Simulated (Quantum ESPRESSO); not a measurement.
Space group Fm-3m (No. 225); a = 7.063 Å, b = 7.063 Å, c = 7.063 Å, α = 90.00°, β = 90.00°, γ = 90.00°

```tsv
atom	site	symmetry	x	y	z
Ca	8c	-43m	0.2500	0.2500	0.2500
Ge	4a	m-3m	0.0000	0.0000	0.0000
```
(The calculation used a cell of 3 atoms; values per cell refer to that cell.)

The PBEsol cell relaxed from Materials Project entry mp-1009755 was given an isotropic strain of -0.7 % on all lattice vectors, and the atoms were relaxed again.

### Question
What does norm-conserving PBEsol (Quantum ESPRESSO, 78 Ry, without SOC) give for the electronic structure near the Fermi level?

### Answer
The PBEsol gap is direct, 0.47 eV at X. Another valence extremum on the path lies within 0.02 eV, too close to call. Spin-orbit splittings are left out.

The structure is a Materials Project entry; no match was found in the copy of COD used, and its stability was not checked.
